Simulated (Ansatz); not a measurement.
# How long does this Ansatz run take?

```yaml
crystal:
  lattice:
    - [6.36, 0.0, 0.0]
    - [-3.18, 5.507921568, 0.0]
    - [0.0, 0.0, 10.332]
  atoms:
    - { symbol: Ga, position: [0.1666666666, 0.3333333334, 0.0], spin: 0.5 }
    - { symbol: Ga, position: [0.1666666666, 0.3333333334, 0.5] }
    - { symbol: Ga, position: [0.1666666666, 0.8333333334, 0.0] }
    - { symbol: Ga, position: [0.1666666666, 0.8333333334, 0.5] }
    - { symbol: Ga, position: [0.6666666666, 0.3333333334, 0.0] }
    - { symbol: Ga, position: [0.6666666666, 0.3333333334, 0.5] }
    - { symbol: Ga, position: [0.6666666666, 0.8333333334, 0.0] }
    - { symbol: Ga, position: [0.6666666666, 0.8333333334, 0.5] }
    - { symbol: Ga, position: [0.3333333334, 0.1666666666, 0.25], spin: 0.5 }
    - { symbol: Ga, position: [0.3333333334, 0.1666666666, 0.75] }
    - { symbol: Ga, position: [0.3333333334, 0.6666666666, 0.25], spin: 0.5 }
    - { symbol: Ga, position: [0.3333333334, 0.6666666666, 0.75] }
    - { symbol: Ga, position: [0.8333333334, 0.1666666666, 0.25], spin: 0.5 }
    - { symbol: Ga, position: [0.8333333334, 0.1666666666, 0.75] }
    - { symbol: Ga, position: [0.8333333334, 0.6666666666, 0.25] }
    - { symbol: Ga, position: [0.8333333334, 0.6666666666, 0.75] }
    - { symbol: "N", position: [0.1666666666, 0.3333333334, 0.6875] }
    - { symbol: "N", position: [0.1666666666, 0.8333333334, 0.1875] }
    - { symbol: "N", position: [0.1666666666, 0.8333333334, 0.6875] }
    - { symbol: "N", position: [0.6666666666, 0.3333333334, 0.1875] }
    - { symbol: "N", position: [0.6666666666, 0.3333333334, 0.6875] }
    - { symbol: "N", position: [0.6666666666, 0.8333333334, 0.1875] }
    - { symbol: "N", position: [0.6666666666, 0.8333333334, 0.6875] }
    - { symbol: "N", position: [0.3333333334, 0.1666666666, 0.4375] }
    - { symbol: "N", position: [0.3333333334, 0.1666666666, 0.9375] }
    - { symbol: "N", position: [0.3333333334, 0.6666666666, 0.4375] }
    - { symbol: "N", position: [0.3333333334, 0.6666666666, 0.9375] }
    - { symbol: "N", position: [0.8333333334, 0.1666666666, 0.4375] }
    - { symbol: "N", position: [0.8333333334, 0.1666666666, 0.9375] }
    - { symbol: "N", position: [0.8333333334, 0.6666666666, 0.4375] }
    - { symbol: "N", position: [0.8333333334, 0.6666666666, 0.9375] }
magnetization:
  spin_polarized: true
total_charge: 2
kpoints:
  mp_grid: { grid: [4, 4, 2] }
scf:
  occupations: { method: fermi_dirac, width: 0.01 }
hamiltonian:
  xc: pbe
  pseudopotentials: { kind: paw }
output:
  forces: true
  stress: true
  populations: true
  efg:
    quadrupole_moments_barn: { Ga: 0.107, "N": 0.02044 }
    contact_densities: true
relax:
  f_tol: 0.03
  max_steps: 40
```

```sh
ansatz run input.yaml --threads 4 --pin off --max-ram 8192MiB --backend cpu --events-out ev --progress --plain --runs-dir out
```

It runs on 4 threads of Arm Neoverse V1 (aarch64; 8 cores open to the job, memory cap 8.0 GiB, no GPU), a shared host with a load of 0.8 a core.

**Question.** Estimate the wall time and the peak memory.

**Answer.** About 4.8 min of wall time (19 min of CPU time) and 2.1 GiB. The run holds 281 valence electrons in 173 bands, about 7067 plane waves a k-point and 8 irreducible k-points, and took 80 SCF iterations, over 9 ionic steps. Times on a shared host vary by tens of per cent.
